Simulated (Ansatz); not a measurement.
Structure relaxation, ZnSnP2

The start is a relaxed ZnSnP2 cell displaced along its unstable phonon at q = (½, ½, 0) of its primitive reciprocal cell (136i cm⁻¹), largest move 0.15 Å. The cell and all atomic positions are relaxed at zero pressure with PBEsol (plane waves to 420 eV, PAW, scalar-relativistic; Ansatz, a program for electronic structure). First-step values are on the input's coarse k-mesh.

Ansatz input (later rounds restart from its end on a renewed k-mesh):
Ansatz 0.2 input:
```yaml
crystal:
  lattice:
    - [10.5501636708, 0, 0]
    - [5.2750818354, 5.2750818354, 0]
    - [0, 0, 2.6759281531]
  atoms:
    - { symbol: Zn, position: [1, 0.5, 0.5] }
    - { symbol: Zn, position: [0.5, 0.5, 0.5] }
    - { symbol: Sn, position: [0, 0, 0] }
    - { symbol: Sn, position: [0.5, 0, 0] }
    - { symbol: P, position: [0.7642177889, 0.5, 0] }
    - { symbol: P, position: [0.2357822111, 0.5, 0] }
    - { symbol: P, position: [0.2642177889, -0.0284355778, 0] }
    - { symbol: P, position: [0.7357822111, 0.0284355778, 0] }
basis: { ecutwfc: 420, ecutrho_ratio: 4, xc_grid: 2, fft_grid_basis: typed }
kpoints: { mp_grid: { grid: [6, 6, 12] } }
hamiltonian:
  xc: pbesol
  dispersion: none
  pseudopotentials: { kind: paw }
scf: { occupations: { method: fermi_dirac, width: 0.05 } }
relax: { f_tol: 0.01, max_steps: 100, cell: { stress_tol: 0.02 } }
output: { forces: true, stress: true }
```

- Largest initial force: 0.33 eV/Å, on P5, P6, P7, P8 (atoms numbered as listed)
- Volume change: +5.8 %, from 18.62 to 19.69 Å³/atom
- Relative to the parent: It does not go back: it reaches P4/mbm (No. 127), 0.14 eV/atom below the parent
- Shortest distances (start → end): The closest pairs of elements (up to four, under 3.6 Å), start → end: P–Zn 2.82 → 2.45 Å; P–Sn 2.64 → 2.74 Å; Zn–Zn 2.68 → 2.78 Å; Sn–Sn 2.68 → 2.78 Å
- Optimiser moves: 9

Final values are on a 6×6×17 k-mesh of the relaxed cell. No spin polarisation in the result.

The run could not lose the symmetry of its start, so the end can be a saddle point.

The relaxed structure here is a generated cell of ZnSnP2: the first start was made by placing the elements on the sites of a structure type, and the end was not matched to a known phase here, so it may be hypothetical.
